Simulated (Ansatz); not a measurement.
InPt₃C (anti-perovskite, Pm-3m) under volume change, PBE in the plane-wave PAW code Ansatz, scaled uniformly.

```csv
V (Å³/atom),E − E(relaxed) (meV/atom),P (GPa)
13.977,…,…
14.437,38.0,14.06
14.898,…,…
15.359,0.0,0.00
15.820,7.9,-5.31
16.281,29.7,-9.72
16.741,63.0,-13.35
```

### Question
Some entries are withheld; supply them.

### Answer

- 13.977, E − E(relaxed) (meV/atom): 91.3
- 13.977, P (GPa): 23.27
- 14.898, E − E(relaxed) (meV/atom): 8.9
- 14.898, P (GPa): 6.39

### Question
What does a third-order Birch–Murnaghan fit give for V₀, B₀ and B′?

### Answer
V₀ = 15.36 Å³/atom, B₀ = 194 GPa, B′ = 5.1.

The start of the workflow was typed in or built on a structure type; neither database checked (COD, Materials Project) lists it. Whether it is the stable phase at ambient conditions was not checked. The PBE relaxation kept the symmetry of its start; its stability against distortions is not shown here. The run is not spin-polarised. Its formation energy is positive at this level, so the cell may be metastable or incomplete. Spin–orbit coupling is left out wherever it is not named.

Potentials: the later of the program's two PAW sets.
